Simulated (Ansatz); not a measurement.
## TiH (Fm-3m), a vibration from a frozen displacement

The calculation used DFT LDA, scalar-relativistic, plane waves, PAW (Ansatz). The runs took a 420 eV cutoff, a Γ-centred 20×20×20 mesh and Gaussian smearing (0.15 eV). No spin polarisation. Energies are free energies at this smearing, counted from the undisturbed cell; pressure is positive in compression.

The undisturbed cell (as given, not relaxed at this level; it stands at -7.9 GPa, and it needn't be the usual structure):

```
Ti H
1.0
     0.00000    2.08970    2.08970
     2.08970    0.00000    2.08970
     2.08970    2.08970    0.00000
Ti H
1 1
Direct
  0.00000 0.00000 0.00000
  0.50000 0.50000 0.50000
```

Every Ti atom is moved by x along the Cartesian unit vector (0.000, 0.000, -1.000); the cell and all other atoms stay fixed. The cell's volume is 18.25 Å³; the moved atoms weigh 47.867 u together and the others 1.008 u.

```
  x (Å)  ΔE (meV/cell) total force on the moved atoms along the move (eV/Å) pressure (GPa)
-0.2000          60.99                                                0.6721         -6.4167
-0.1000          14.08                                                0.2894         -7.5464
 0.0000           0.00                                                0.0000         -7.9071
 0.0500           3.45                                               -0.1389         -7.8176
 0.1500          32.78                                               -0.4632         -7.0846
```

Question: What frequency belongs to this motion?

Answer: The force constant is k = −dF/dx = 2.817 eV/Å², from the parabola through x = -0.1000, 0 and 0.0500. In every cell the moved atoms swing against the rest, so the mass is μ = m₁m₂/(m₁ + m₂) = 0.987 u, and ν̃ = 521.5 cm⁻¹ × √(|k|/μ) = 881 cm⁻¹, at this cell's pressure of -7.9 GPa. To first order in x, and within 1 %, the force on every atom lies along the move and, within each of the two groups, in proportion to the atom's mass, so this is itself a mode at the zone centre of this cell.

Question: How far does the harmonic law reach?

Answer: At x = -0.200 Å, kx²/2 = 56.33 meV against the computed 60.99 meV (+8.3 %): the well stiffens in this direction at large amplitude.

In a metal these slopes depend on the k mesh and the smearing.